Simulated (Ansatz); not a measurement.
TiSi$_{2}$ (fluorite, Fm-3m), plane-wave PAW PBE (Ansatz code), all energies at zero smearing, with the estimated change up to a 700 eV cutoff added, with one set of potentials and settings (totals compare only within such a set). Cell of 3 atoms (1 Ti, 2 Si): -3770.848 eV.

| element | reference phase | E (eV/atom) |
|---|---|---|
| Ti | P6/mmm, 3 atoms in the cell | -2499.6739 |
| Si | Fd-3m, 2 atoms in the cell | -635.8096 |

Formation energy per atom, worked out: (-3770.848 − 1×(-2499.6739) − 2×(-635.8096))/3 = 0.148 eV/atom (14 kJ per mol of atoms), at 0 K, without zero-point energy or fitted corrections.

A made-up cell: these elements were put on the sites of a structure type; neither database checked (COD, Materials Project) lists it. It is not the phase usual at ambient conditions (space group No. 63, 70). Symmetry was held in the PBE relaxation; its stability against distortions is not shown here. The run is not spin-polarised. The references are the lowest solids computed at this level, not always the standard phases.

Potentials: the later of the program's two PAW sets.
